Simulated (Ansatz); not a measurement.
## Co₃Sn: computed property card

Co3Sn:
```
Co3Sn
1.0
    5.23682     0.00000     0.00000
   -2.61841     4.53522     0.00000
    0.00000     0.00000     4.17242
Co Sn
6 2
Direct
  0.84197   0.68395   0.25000
  0.15803   0.84197   0.75000
  0.31605   0.15803   0.25000
  0.15803   0.31605   0.75000
  0.84197   0.15803   0.25000
  0.68395   0.84197   0.75000
  0.33333   0.66667   0.25000
  0.66667   0.33333   0.75000
```
The run is spin-polarised; directions of the spins, atom by atom: ↑ ↑ ↑ ↑ ↑ ↑ 0 0.

Space group P6_3/mmc (No. 194); conventional cell a = b = 5.2368 Å, c = 4.1724 Å, α = β = 90.00°, γ = 120.00°.

Method: PBEsol in the plane-wave PAW code Ansatz. Structure relaxed to zero pressure with the same functional. Other levels are named where they apply.

**Cell and energy**

* **Volume per atom**: 12.39 Å³
* **Density**: 9.90 g/cm³
* **Formation energy from the elements (no fitted shifts)**: 0.076 eV/atom

**Electronic structure**

- Electronic character = metallic (no gap)
- Density of states at the Fermi level = 2.4 states/eV per atom (mean over ±0.08 eV)

**Magnetism**

Magnetic order: ferromagnetic
Net moment: 0.77 μB per atom

**Mechanics**

* **Bulk modulus (Birch–Murnaghan fit)**: 189 GPa
* **Pressure derivative B′**: 5.1

The start of the workflow was typed in or built on a structure type; the Crystallography Open Database copy checked does not list it. Its standing as an ambient phase is unchecked. The PBEsol relaxation kept the symmetry of its start; whether a distortion lowers the energy is not shown. The final state is ferromagnetic, chosen from 3 collinear starts compared on coarse meshes (ties went to the first, and starts can fall back to one state), not a proven ground state. Point labels and valley counts follow the cell and symmetry of the run, lower than the named group. Axis ratios of metals converge slowly with the k-mesh, so a and c are less sure than the volume. The references are the lowest solids computed at this level, not always the standard phases. Scalar-relativistic: spin–orbit coupling is off unless named, which matters more the heavier the elements.

Potentials: the earlier of the program's two PAW sets. The files were generated under PBE; for other functionals the program regenerates the frozen cores, and for LDA and PBEsol the local potential too.
